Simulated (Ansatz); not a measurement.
InP:
```cif
data_In4P4
_chemical_formula_sum 'P4 In4'
_space_group_name_H-M_alt 'F-43m'
_space_group_IT_number 216
_space_group_name_Hall 'F -4 2 3'
_cell_length_a 5.90663
_cell_length_b 5.90663
_cell_length_c 5.90663
_cell_angle_alpha 90.000
_cell_angle_beta 90.000
_cell_angle_gamma 90.000
loop_
_atom_site_label
_atom_site_type_symbol
_atom_site_symmetry_multiplicity
_atom_site_Wyckoff_symbol
_atom_site_fract_x
_atom_site_fract_y
_atom_site_fract_z
_atom_site_occupancy
P1 P 4 c 0.25000 0.25000 0.25000 1
In1 In 4 a 0.00000 0.00000 0.00000 1
```
(The calculation used a cell of 2 atoms; values per cell refer to that cell.)

Relaxed with r²SCAN. 

Q: HSE06 on this cell (Ansatz, an electronic-structure program, PAW) gives a gap of 1.36 eV. What does r²SCAN give?

A: 1.03 eV.

Cost on shared cores: the r²SCAN run (SCF on a 8×8×8 mesh, then bands and DOS) about 30 core-seconds (a rough figure), the HSE06 run (SCF on 6×6×6, then a few points) roughly 2.4 core-minutes; the tasks are unlike.

Symmetry was held in the r²SCAN relaxation. Spin–orbit coupling is left out wherever it is not named.

Potentials: the later of the program's two PAW sets.

Ansatz is a plane-wave DFT program.
